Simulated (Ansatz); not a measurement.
## Where the states of MgS lie

```yaml
crystal:
  lattice:
    - [0.00000, 2.60165, 2.60165]
    - [2.60165, 0.00000, 2.60165]
    - [2.60165, 2.60165, 0.00000]
  atoms:
    - { symbol: Mg, position: [0.00000, 0.00000, 0.00000] }
    - { symbol: S, position: [0.50000, 0.50000, 0.50000] }
```

The conventional cell has a = 5.203 Å, b = 5.203 Å, c = 5.203 Å, α = 90.00°, β = 90.00°, γ = 90.00°. Mg (atom 1) has 6 S at 2.60 Å as nearest neighbours. S (atom 2) is surrounded by 6 Mg at 2.60 Å.

The geometry is COD entry 9008672, unchecked; take it as a test cell.

Computed with DFT, LDA, all-electron LAPW, scalar-relativistic (Ansatz 0.2.0).

Sampling and basis: a Γ-centred 8×8×8 k mesh, Fermi–Dirac smearing of 0.01 eV, basis error target 0.25 meV/atom, no spin polarisation.

Problem. Which of the resolved shells contributes most in the top eV of the valence band?

Solution. S 3p, with 97 % of all states there; Mg 3s follows with 0 %.

Problem. Tabulate the density of states.

Solution. States per eV and cell, averaged over 0.6 eV, from -5.1 to 3.7 eV, with energies (bin centres) from the valence-band top; empty bins are left out. The partial columns, the largest 3 alone, are projections on Löwdin-orthogonalised atomic shells (those that the program's projection atoms carry: the occupied ones and, for some elements, an empty d or f shell; other empty shells have no column), summed over atoms of an element. Weights on diffuse s and p shells depend on that basis and aren't pure angular character.
```
E (eV)  total  S 3p  Mg 3s  S 3s
  -4.9   0.07  0.05   0.02  0.00
  -4.3   0.86  0.66   0.17  0.02
  -3.7   1.71  1.40   0.22  0.06
  -3.1   0.66  0.55   0.06  0.03
  -2.5   1.01  0.90   0.04  0.02
  -1.9   1.44  1.32   0.05  0.01
  -1.3   2.03  1.92   0.03  0.01
  -0.7   1.84  1.79   0.01  0.00
  -0.1   0.39  0.38   0.00  0.00
   2.9   0.06  0.00   0.05  0.00
   3.5   0.22  0.02   0.15  0.01
```
